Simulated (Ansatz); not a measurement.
TiC (rock salt)

```xyz
4
Lattice="0.0000 4.3330 4.3330 2.1665 0.0000 2.1665 2.1665 2.1665 0.0000" Properties=species:S:1:pos:R:3 pbc="T T T"
C      0.0000     0.0000     0.0000
C      2.1665     4.3330     2.1665
Ti     2.1665     2.1665     2.1665
Ti     2.1665     4.3330     4.3330
```

A phonon eigenvector at L = (0.5, 0.0, 0.0) is frozen into this cell: atom i moves by Q times the vector below, so Q is the largest atomic displacement, in Å. The cell is held. It is one choice among 2 degenerate patterns. (q is in reciprocal vectors of the primitive cell; the cell shown is doubled to hold the pattern.)

```csv
atom,x,y,z
C1,-0.285,0.520,-0.805
C2,0.285,-0.520,0.805
```

Atoms not listed stay in place.

Calculation: PBE (plane waves to 420 eV, PAW, scalar-relativistic; Ansatz, an electronic-structure program). k mesh 9×18×18 (Γ-centred), Fermi-Dirac smearing 0.05 eV. E stands for the smeared free energy. With partly filled bands, energies and forces of such displacements shift with the k mesh and the smearing. TiC is run without spin polarisation. TiC was relaxed with its symmetry unable to fall. ΔE is measured from the undisplaced structure.

What ΔE (eV/cell) and −dE/dQ from forces (eV/Å) does the calculation give at Q (Å) = -0.050, -0.033, -0.017, 0.017, 0.033, 0.050, 0.067, 0.100?


| Q (Å) | ΔE (eV/cell) | −dE/dQ from forces (eV/Å) |
|---|---|---|
| -0.050 | 0.035 | 1.412 |
| -0.033 | 0.016 | 0.942 |
| -0.017 | 0.004 | 0.471 |
| 0.017 | 0.004 | -0.471 |
| 0.033 | 0.016 | -0.942 |
| 0.050 | 0.035 | -1.412 |
| 0.067 | 0.063 | -1.882 |
| 0.100 | 0.141 | -2.820 |

(For displaced atoms, the force is minus the slope of the energy, and its curvature is a force constant, which sets phonon frequencies.)
